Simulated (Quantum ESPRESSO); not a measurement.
# Pt3WCu3Mo: finding a planted mistake in a log

Computed values, not a measurement. The program is pw.x of Quantum ESPRESSO 7.5 (plane-wave density functional theory). The cell is made up: eight metal atoms on a hexagonal close-packed lattice, with elements, volume, strain and displacements drawn at random and not relaxed, so it may be unstable or far from any real phase. PseudoDojo standard norm-conserving files set the functional (PBE unless stated); there is no spin polarisation or spin-orbit coupling, the Fermi-Dirac width of 0.25 eV means electrons at about 2900 K, and the masses in the input are unused placeholders. The copper pseudopotential is less sure than most, with forces differing by about three percent and pressure by about two GPa from a second method on plain copper. Heavy elements are run without spin-orbit coupling, which real alloys of them have. A spin test at this wide smearing found no moment, but such smearing suppresses magnetism that the real alloy may have.

Intended input:

```
&control calculation='scf', pseudo_dir='./dojo.nc.sr.pbe.v0_5.standard.upf', outdir='./o', disk_io='minimal', tprnfor=.true., tstress=.true. /
&system ibrav=0, nat=8, ntyp=4, nbnd=84, ecutwfc=92.02030273, nosym=.true., tot_charge=0,
 occupations='smearing', smearing='fd', degauss=0.0183746611
/
&electrons conv_thr=1.470e-08, electron_maxstep=70, mixing_beta=0.5 /
ATOMIC_SPECIES
Cu 1.0 Cu.upf
Mo 1.0 Mo.upf
Pt 1.0 Pt.upf
W 1.0 W.upf
CELL_PARAMETERS angstrom
0.0 0.0 4.3009
5.4954 0.0 0.0
-2.7477 4.7591 0.0
ATOMIC_POSITIONS angstrom
Pt -0.1206 -0.1206 0.0302
W -1.2739 2.5063 -0.0081
Pt 2.7707 -0.0716 -0.0119
Cu 1.2607 2.3486 -0.0321
Cu -0.05 1.5929 2.144
Mo -1.4228 4.0041 2.209
Pt 2.9285 1.5399 2.1111
Cu 1.3222 3.8895 2.1467
K_POINTS automatic
6 5 5 1 1 1
```

The log is shortened where brackets say so; the opening notice, blank lines, dates and the lines on written files are dropped, and the path of the files is cut. It prints rydbergs, bohrs and kilobars, and counts compression as positive stress. Its total energy is the free energy E - TS of the whole cell.

Log of the intended run:

```
     Program PWSCF v.7.5
     Parallel version (MPI & OpenMP), running on       4 processor cores
     Number of MPI processes:                 4
     Threads/MPI process:                     1
     [start-up lines left out]
     bravais-lattice index     =            0
     lattice parameter (alat)  =       8.1275  a.u.
     unit-cell volume          =     759.0670 (a.u.)^3
     number of atoms/cell      =            8
     number of atomic types    =            4
     number of electrons       =       139.00
     number of Kohn-Sham states=           84
     kinetic-energy cutoff     =      92.0203  Ry
     charge density cutoff     =     368.0812  Ry
     scf convergence threshold =      1.5E-08
     mixing beta               =       0.5000
     number of iterations used =            8  plain     mixing
     Exchange-correlation= PBE
                           (   1   4   3   4   0   0   0)
     [axes and pseudopotential details left out]
   Cartesian axes
     site n.     atom                  positions (alat units)
         1        Pt     tau(   1) = (  -0.0280406  -0.0280406   0.0070218  )
         2        W      tau(   2) = (  -0.2961938   0.5827385  -0.0018833  )
         3        Pt     tau(   3) = (   0.6442140  -0.0166477  -0.0027669  )
         4        Cu     tau(   4) = (   0.2931247   0.5460718  -0.0074636  )
         5        Cu     tau(   5) = (  -0.0116255   0.3703643   0.4985003  )
         6        Mo     tau(   6) = (  -0.3308145   0.9309912   0.5136134  )
         7        Pt     tau(   7) = (   0.6809040   0.3580413   0.4908508  )
         8        Cu     tau(   8) = (   0.3074240   0.9043456   0.4991281  )
     number of k points=    75  Fermi-Dirac smearing, width (Ry)=  0.0184
                       cart. coord. in units 2pi/alat
        k(    1) = (   0.0782636   0.1355582   0.0833333), wk =   0.0266667
        k(    2) = (   0.0782636   0.3163025   0.0833333), wk =   0.0266667
     [further k points left out]
     Dense  grid:    90505 G-vectors     FFT dimensions: (  50,  64,  64)
     Estimated max dynamical RAM per process >     458.91 MB
     Estimated total dynamical RAM >       1.73 GB
     Initial potential from superposition of free atoms
     starting charge     138.9966, renormalised to     139.0000
     Starting wfcs are   80 randomized atomic wfcs +    4 random wfcs
     total cpu time spent up to now is        9.9 secs
     per-process dynamical memory:   380.1 Mb
     Self-consistent Calculation
     iteration #  1     ecut=    92.02 Ry     beta= 0.50
     Davidson diagonalization with overlap
     ethr =  1.00E-02,  avg # of iterations =  3.0
     total cpu time spent up to now is       37.7 secs
     total energy              =   -2210.78498878 Ry
     estimated scf accuracy    <       4.75270102 Ry
     iteration #  2     ecut=    92.02 Ry     beta= 0.50
     Davidson diagonalization with overlap
     ethr =  3.42E-03,  avg # of iterations =  2.3
     total cpu time spent up to now is       67.3 secs
     total energy              =   -2212.24705107 Ry
     estimated scf accuracy    <      14.42225314 Ry
     [iterations 3 to 16 left out]
     iteration # 17     ecut=    92.02 Ry     beta= 0.50
     Davidson diagonalization with overlap
     ethr =  3.02E-11,  avg # of iterations =  1.9
     total cpu time spent up to now is      433.9 secs
     total energy              =   -2213.47810968 Ry
     estimated scf accuracy    <       0.00000002 Ry
     iteration # 18     ecut=    92.02 Ry     beta= 0.50
     Davidson diagonalization with overlap
     ethr =  1.44E-11,  avg # of iterations =  1.0
     total cpu time spent up to now is      454.9 secs
     End of self-consistent calculation
     [lines on levels left out]
!    total energy              =   -2213.47810968 Ry
     estimated scf accuracy    <          2.0E-09 Ry
     smearing contrib. (-TS)   =      -0.08609108 Ry
     internal energy E=F+TS    =   -2213.39201860 Ry
     The total energy is F=E-TS. E is the sum of the following terms:
     one-electron contribution =    -869.23177111 Ry
     hartree contribution      =     524.82953905 Ry
     xc contribution           =    -336.59779450 Ry
     ewald contribution        =   -1532.39199204 Ry
     convergence has been achieved in  18 iterations
     Forces acting on atoms (cartesian axes, Ry/au):
     atom    1 type  3   force =     0.01823550    0.05641592   -0.00295125
     atom    2 type  4   force =    -0.04198845   -0.09432554    0.00124613
     atom    3 type  3   force =    -0.00445375    0.03664871    0.01105122
     atom    4 type  1   force =     0.03444156   -0.02036712    0.00245262
     atom    5 type  1   force =     0.04015997   -0.00682248    0.00137634
     atom    6 type  2   force =     0.01008396    0.03189712   -0.03029848
     atom    7 type  3   force =    -0.06037397    0.02185359    0.01404828
     atom    8 type  1   force =     0.00389517   -0.02530021    0.00307513
     Total force =     0.161124     Total SCF correction =     0.000123
     Computing stress (Cartesian axis) and pressure
          total   stress  (Ry/bohr**3)                   (kbar)     P=      120.91
   0.00082194   0.00005803   0.00001980          120.91        8.54        2.91
   0.00005803   0.00074097   0.00001582            8.54      109.00        2.33
   0.00001980   0.00001582   0.00090288            2.91        2.33      132.82
     init_run     :      8.83s CPU      9.45s WALL (       1 calls)
     electrons    :    428.61s CPU    445.00s WALL (       1 calls)
     forces       :      4.26s CPU      4.26s WALL (       1 calls)
     stress       :     16.25s CPU     16.28s WALL (       1 calls)
     [timing details left out]
     PWSCF        :   7m38.40s CPU   7m55.62s WALL
     JOB DONE.
```

A second run was made from an input with one planted mistake. Its log:

```
     Program PWSCF v.7.5
     Parallel version (MPI & OpenMP), running on       4 processor cores
     Number of MPI processes:                 4
     Threads/MPI process:                     1
     [start-up lines left out]
     bravais-lattice index     =            0
     lattice parameter (alat)  =       8.1275  a.u.
     unit-cell volume          =     759.0670 (a.u.)^3
     number of atoms/cell      =            8
     number of atomic types    =            5
     number of electrons       =       134.00
     number of Kohn-Sham states=           81
     kinetic-energy cutoff     =      92.0203  Ry
     charge density cutoff     =     368.0812  Ry
     scf convergence threshold =      1.5E-08
     mixing beta               =       0.5000
     number of iterations used =            8  plain     mixing
     Exchange-correlation= PBE
                           (   1   4   3   4   0   0   0)
     [axes and pseudopotential details left out]
   Cartesian axes
     site n.     atom                  positions (alat units)
         1        Pt     tau(   1) = (  -0.0280406  -0.0280406   0.0070218  )
         2        W      tau(   2) = (  -0.2961938   0.5827385  -0.0018833  )
         3        Ta     tau(   3) = (   0.6442140  -0.0166477  -0.0027669  )
         4        Cu     tau(   4) = (   0.2931247   0.5460718  -0.0074636  )
         5        Cu     tau(   5) = (  -0.0116255   0.3703643   0.4985003  )
         6        Mo     tau(   6) = (  -0.3308145   0.9309912   0.5136134  )
         7        Pt     tau(   7) = (   0.6809040   0.3580413   0.4908508  )
         8        Cu     tau(   8) = (   0.3074240   0.9043456   0.4991281  )
     number of k points=    75  Fermi-Dirac smearing, width (Ry)=  0.0184
                       cart. coord. in units 2pi/alat
        k(    1) = (   0.0782636   0.1355582   0.0833333), wk =   0.0266667
        k(    2) = (   0.0782636   0.3163025   0.0833333), wk =   0.0266667
     [further k points left out]
     Dense  grid:    90505 G-vectors     FFT dimensions: (  50,  64,  64)
     Estimated max dynamical RAM per process >     452.84 MB
     Estimated total dynamical RAM >       1.70 GB
     Initial potential from superposition of free atoms
     starting charge     133.9959, renormalised to     134.0000
     Starting wfcs are   80 randomized atomic wfcs +    1 random wfcs
     total cpu time spent up to now is       13.8 secs
     per-process dynamical memory:   371.4 Mb
     Self-consistent Calculation
     iteration #  1     ecut=    92.02 Ry     beta= 0.50
     Davidson diagonalization with overlap
     ethr =  1.00E-02,  avg # of iterations =  3.0
     total cpu time spent up to now is       53.3 secs
     total energy              =   -2076.92268891 Ry
     estimated scf accuracy    <       9.07839715 Ry
     iteration #  2     ecut=    92.02 Ry     beta= 0.50
     Davidson diagonalization with overlap
     ethr =  6.77E-03,  avg # of iterations =  3.0
     total cpu time spent up to now is       82.9 secs
     total energy              =   -2080.35256015 Ry
     estimated scf accuracy    <      26.92865547 Ry
     [iterations 3 to 16 left out]
     iteration # 17     ecut=    92.02 Ry     beta= 0.50
     Davidson diagonalization with overlap
     ethr =  9.32E-11,  avg # of iterations =  1.4
     total cpu time spent up to now is      496.9 secs
     total energy              =   -2082.46050348 Ry
     estimated scf accuracy    <       0.00000002 Ry
     iteration # 18     ecut=    92.02 Ry     beta= 0.50
     Davidson diagonalization with overlap
     ethr =  1.21E-11,  avg # of iterations =  1.9
     total cpu time spent up to now is      517.0 secs
     End of self-consistent calculation
     [lines on levels left out]
!    total energy              =   -2082.46050348 Ry
     estimated scf accuracy    <          1.3E-09 Ry
     smearing contrib. (-TS)   =      -0.08820783 Ry
     internal energy E=F+TS    =   -2082.37229565 Ry
     The total energy is F=E-TS. E is the sum of the following terms:
     one-electron contribution =    -842.20900759 Ry
     hartree contribution      =     507.49064984 Ry
     xc contribution           =    -318.85272866 Ry
     ewald contribution        =   -1428.80120924 Ry
     convergence has been achieved in  18 iterations
     Forces acting on atoms (cartesian axes, Ry/au):
     atom    1 type  3   force =    -0.00453686    0.07026956   -0.00247819
     atom    2 type  5   force =    -0.02930735   -0.09172231    0.00104094
     atom    3 type  4   force =     0.03169337    0.07087335    0.00745238
     atom    4 type  1   force =     0.03521567   -0.02373295    0.00217075
     atom    5 type  1   force =     0.04197696   -0.00165289    0.00124220
     atom    6 type  2   force =    -0.00968173    0.00350491   -0.02608910
     atom    7 type  3   force =    -0.07253521    0.00312999    0.01440539
     atom    8 type  1   force =     0.00717516   -0.03066967    0.00225562
     Total force =     0.176515     Total SCF correction =     0.000146
     Computing stress (Cartesian axis) and pressure
          total   stress  (Ry/bohr**3)                   (kbar)     P=      190.35
   0.00138676   0.00002399  -0.00000336          204.00        3.53       -0.49
   0.00002399   0.00107562   0.00001133            3.53      158.23        1.67
  -0.00000336   0.00001133   0.00141952           -0.49        1.67      208.82
     init_run     :     12.15s CPU     12.94s WALL (       1 calls)
     electrons    :    486.29s CPU    503.15s WALL (       1 calls)
     forces       :      4.16s CPU      4.17s WALL (       1 calls)
     stress       :     21.66s CPU     21.70s WALL (       1 calls)
     [timing details left out]
     PWSCF        :   8m45.15s CPU   9m 2.97s WALL
     JOB DONE.
```

Question: the log repeats what the program read. Compare it with the intended run: what was wrong in the second input?

Answer: one atom is of a wrong element. The input lines that differ:

```
- &system ibrav=0, nat=8, ntyp=4, nbnd=84, ecutwfc=92.02030273, nosym=.true., tot_charge=0,
+ &system ibrav=0, nat=8, ntyp=5, nbnd=81, ecutwfc=92.02030273, nosym=.true., tot_charge=0,
+ Ta 1.0 Ta.upf
- Pt 2.7707 -0.0716 -0.0119
+ Ta 2.7707 -0.0716 -0.0119
```

```
                                            intended run  run with the mistake
                          free energy (eV)    -30115.904            -28333.319
         entropy term -TS, part of it (eV)        -1.171                -1.200
                            pressure (GPa)         12.09                 19.03
size of the largest force component (eV/Å)         2.425                 2.358
largest change of a force component (eV/Å)                               0.929
                                iterations            18                    18
```

For scale, a rerun of the intended cell at a higher cutoff and on a denser mesh moved values by no more than 0.004 eV in energy, 0.02 GPa in stress and 0.005 eV/Å in force, and a second program with other atomic files agreed on that cell to 2 % rms in force and 0.5 GPa in pressure. Files of another functional or element have another zero of energy, so the energy change says nothing on stability. The number of bands, nbnd, was set by rule from the electron count, so it follows the mistake.